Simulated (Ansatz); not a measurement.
Relaxed-ion elastic tensor of AgI (wurtzite, P6_3mc) in GPa (Voigt order), LDA (plane waves, PAW; program Ansatz); density 6.10 g/cm³, 31.97 Å³ per atom.

```
50.5  37.5  34.3   0.0   0.0   0.0
37.5  50.5  34.3   0.0   0.0   0.0
34.3  34.3  57.5   0.0   0.0   0.0
 0.0   0.0   0.0   6.0   0.0   0.0
 0.0   0.0   0.0   0.0   6.0   0.0
 0.0   0.0   0.0   0.0   0.0   6.5
```

**Question.** Is the crystal mechanically stable?

**Answer.** Yes: the smallest eigenvalue of C is 6.0 GPa.

**Question.** Work out the Voigt, Reuss and Hill averages.

**Answer.** K_V = 41.2, K_R = 41.1, K_H = 41.2; G_V = 7.2, G_R = 6.8, G_H = 7.0 GPa.

**Question.** Give Young's modulus, Poisson's ratio, Pugh's ratio and the universal anisotropy index.

**Answer.** E = 9KG/(3K + G) = 19.9 GPa; ν = 0.42; K/G = 5.87 (ductile by the Pugh limit of 1.75); A_U = 5G_V/G_R + K_V/K_R − 6 = 0.27.

**Question.** Estimate the sound speeds and the Debye temperature.

**Answer.** v_l = √((K + 4G/3)/ρ) = 2880 m/s, v_t = √(G/ρ) = 1070 m/s, mean 1220 m/s; Θ = (h/k)(3n/4πV)^(1/3) v_m = 114 K.

**Question.** Solve the Christoffel equation for the three sound speeds along x, y, z.

**Answer.** Eigenvalues of C_ijkl n_j n_l equal ρv² (piezoelectric stiffening left out). In km/s, slowest first: x 0.99, 1.03, 2.88; y 0.99, 1.03, 2.88; z 0.99, 0.99, 3.07.

**Question.** How much does each axis shrink under pressure?

**Answer.** Linear compressibilities β_i = Σ_j S_ij (j = 1 to 3): x 8.6, y 8.6, z 7.2 per TPa.

The cell was relaxed with LDA under the symmetry of its start; phonons on a q-mesh show no instability. No spin polarisation was allowed. Spin–orbit coupling is left out wherever it is not named.

Potentials: the later of the program's two PAW sets.
